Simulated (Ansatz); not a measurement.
A scan (energy over volume and axial ratio; atoms clamped) gave these values. Method: PBE (plane waves to 420 eV, PAW, scalar-relativistic; Ansatz, a first-principles code).

- Modulus against c/a change at fixed volume, (3/4V)·∂²E/∂(ln c/a)² (fit, atoms clamped) = 152 GPa, an upper bound as the atoms could relax

Of these crystals, all scanned alike, which one is it?
A) Zr (hcp, Mg type)
B) WC (WC type, space group P-6m2)
C) ZrO₂ (tetragonal-ZrO2 type, space group P4_2/nmc)
D) ZnO (wurtzite)

C, ZrO₂ (tetragonal-ZrO2 type, space group P4_2/nmc). The others have, for the modulus against c/a change at fixed volume, (3/4V)·∂²E/∂(ln c/a)²: ZnO 100 GPa, Zr 45 GPa, WC 355 GPa

All were relaxed with their symmetry unable to fall. Spin-orbit coupling is left out. The PAW data are Ansatz's earlier set. This is a high-temperature form of ZrO2. WC is run without spin polarisation. Zr is run without spin polarisation. ZrO2 is run without spin polarisation. As the atoms are clamped, bonds stretch with the cell, which overstates energies and stresses.

(Under strain, the slope of the energy per volume gives the stress and its curvature an elastic modulus.)
